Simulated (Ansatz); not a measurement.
Relaxed-ion elastic tensor of GaAs (zinc blende, F-43m) in GPa (Voigt order), the program Ansatz at the PBE level (PAW); density 5.07 g/cm³, 23.70 Å³ per atom.

|  | 1 | 2 | 3 | 4 | 5 | 6 |
|---|---|---|---|---|---|---|
| 1 | 100 | 41.7 | 41.7 | 0.0 | 0.0 | 0.0 |
| 2 | 41.7 | 100 | 41.7 | 0.0 | 0.0 | 0.0 |
| 3 | 41.7 | 41.7 | 100 | 0.0 | 0.0 | 0.0 |
| 4 | 0.0 | 0.0 | 0.0 | 50.8 | 0.0 | 0.0 |
| 5 | 0.0 | 0.0 | 0.0 | 0.0 | 50.8 | 0.0 |
| 6 | 0.0 | 0.0 | 0.0 | 0.0 | 0.0 | 50.8 |

Problem. Is the crystal mechanically stable?

Solution. Yes: the smallest eigenvalue of C is 50.8 GPa.

Problem. Work out the Voigt, Reuss and Hill averages.

Solution. K_V = 61.2, K_R = 61.2, K_H = 61.2; G_V = 42.2, G_R = 39.2, G_H = 40.7 GPa.

Problem. Give Young's modulus, Poisson's ratio, Pugh's ratio and the universal anisotropy index.

Solution. E = 9KG/(3K + G) = 99.9 GPa; ν = 0.23; K/G = 1.50 (brittle by the Pugh limit of 1.75); A_U = 5G_V/G_R + K_V/K_R − 6 = 0.38.

Problem. Estimate the sound speeds and the Debye temperature.

Solution. v_l = √((K + 4G/3)/ρ) = 4770 m/s, v_t = √(G/ρ) = 2830 m/s, mean 3140 m/s; Θ = (h/k)(3n/4πV)^(1/3) v_m = 325 K.

Problem. Give the Zener ratio and Young's modulus along [100], [110] and [111].

Solution. A = 2C44/(C11 − C12) = 1.74; 1/E = S11 − 2(S11 − S12 − S44/2)Γ with Γ = 0, 1/4, 1/3 gives 75.5, 104, 119 GPa.

Problem. Solve the Christoffel equation for the three sound speeds along [100], [110], [111].

Solution. Eigenvalues of C_ijkl n_j n_l equal ρv². In km/s, slowest first: [100] 3.17, 3.17, 4.44; [110] 2.40, 3.17, 4.90; [111] 2.68, 2.68, 5.04.

The PBE relaxation kept the symmetry of its start; phonons on a q-mesh show no instability.

Potentials: the later of the program's two PAW sets.
